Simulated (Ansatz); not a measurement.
Values for one crystal, relaxed and computed with DFT-r²SCAN in the program Ansatz with PAW potentials; other levels are named.

| Property | Result |
|---|---|
| Volume per atom | 43.00 Å³ |
| Band gap | 5.48 eV (smallest direct gap 5.51 eV) |
| Electron effective mass | 0.42 mₑ (isotropic) |
| Valence-band maximum | at X |
| Bulk modulus (Birch–Murnaghan fit) | 14.3 GPa |
| Conduction-band minimum | at Γ |
| HSE06 gap on the r²SCAN cell | 6.17 eV |

Question: Which compound is it?
A) InCl3, P6_3/mmc (In on 2d, Cl on 6h)
B) MgS, rock salt
C) CsCl, rock salt
D) YN, rock salt

Answer: C, CsCl, rock salt

Space group Fm-3m (rock salt). The workflow started from a Materials Project entry (that database holds measured and hypothetical structures alike); the Crystallography Open Database files this formula in space group No. 225, but the cells were not matched. It is not the phase usual at ambient conditions (space group No. 221). The cell was relaxed with r²SCAN under the symmetry of its start; its stability against distortions is not shown here. Scalar-relativistic: spin–orbit coupling is off unless named, which matters more the heavier the elements.

Potentials: the later of the program's two PAW sets.
